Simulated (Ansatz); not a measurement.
**Data sheet: SnS2 (DFT)**

SnS$_{2}$:
```
CELL_PARAMETERS angstrom
      1.85123     1.06881     7.09002
     -1.85123     1.06881     7.09002
      0.00000    -2.13762     7.09002
ATOMIC_POSITIONS crystal
  Sn 0.00000 0.00000 0.00000
  S  0.26385 0.26385 0.26385
  S  0.73615 0.73615 0.73615
```

Space group R-3m (No. 166); conventional cell a = 3.702 Å, b = 3.702 Å, c = 21.270 Å, α = 90.00°, β = 90.00°, γ = 120.00°.

Method: the program Ansatz at the PBE level (PAW). Geometry: relaxed at this level of theory. Other levels are named where they apply.

Cell and energy:

```
Item                                                           Value
-----------------------------------------------------  -------------
Volume per atom                                             28.06 Å³
Density                                                   3.61 g/cm³
Formation energy from the elements (no fitted shifts)  -0.38 eV/atom
```

Electronic structure:

```
Property                                                                                                                       Value
----------------------------------------  ------------------------------------------------------------------------------------------
Band gap                                                                                                          1.47 eV (indirect)
Valence-band maximum                      off the standard path, at k = (0.279, 0.427, 0.427) in fractions of the reciprocal vectors
Conduction-band minimum                                                                                  at F (3 equivalent valleys)
Smallest direct gap on the standard path                                                                                     1.70 eV
Electron effective mass                                                                        0.26, 0.70, 1.7 mₑ (principal values)
Hole effective mass                                                                              0.27, 2.1, 16 mₑ (principal values)
```

Mechanics:

```
Item                                 Result
----------------------------------  -------
Bulk modulus (Birch–Murnaghan fit)  2.2 GPa
Pressure derivative B′                 13.2
```

The cell is a constructed one: a structure type filled with these elements; neither database checked (COD, Materials Project) lists it. It is not the phase usual at ambient conditions (space group No. 164). The PBE relaxation kept the symmetry of its start; whether a distortion lowers the energy is not shown. A crystal of weakly bound layers computed without a dispersion correction: the cell and the soft elastic constants depend strongly on that. The references are the lowest solids computed at this level, not always the standard phases. Scalar-relativistic: spin–orbit coupling is off unless named, which matters more the heavier the elements.

Potentials: the later of the program's two PAW sets.
